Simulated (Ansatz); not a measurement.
The relaxed structure here is a generated cell of SnO: the first start was made by placing the elements on the sites of a structure type, and the end was not matched to a known phase here, so it may be hypothetical. Known forms of SnO include space group No. 129.

One stationary structure of SnO. These are PBEsol (plane waves to 420 eV, PAW, scalar-relativistic; Ansatz, a quantum-chemistry and plane-wave program) values and carry that method's errors.

```xyz
4
Lattice="3.1999 0.0000 0.0000 0.0000 3.1999 0.0000 0.0000 0.0000 6.2763" Properties=species:S:1:pos:R:3 pbc="T T T"
Sn     0.0000     1.5999     0.0000
Sn     1.5999     0.0000     3.1382
O      0.0000     0.0000     1.5691
O      0.0000     0.0000     4.7072
```

Problem. Determine the symmetry and give the standard cell with its independent sites.

Solution. Space group P4₂/mmc (No. 131); a = 3.1999 Å, b = 3.1999 Å, c = 6.2763 Å, α = 90.00°, β = 90.00°, γ = 90.00°

```tsv
atom	site	symmetry	x	y	z
Sn	2c	mmm.	0.0000	0.5000	0.0000
O	2e	-4m2	0.0000	0.0000	0.2500
```

Problem. Give the shortest distances between elements (the closest pairs, up to four, under 3.6 Å).

Solution. O–Sn 2.24 Å; O–O 3.14 Å; Sn–Sn 3.20 Å.

The volume per atom comes out as 16.07 Å³ and the band gap is zero (metallic).

No spin polarisation in the result.

The run could not lose the symmetry of its start, so the end can be a saddle point.

All atoms sit on sites fixed by symmetry, so only the cell could relax.
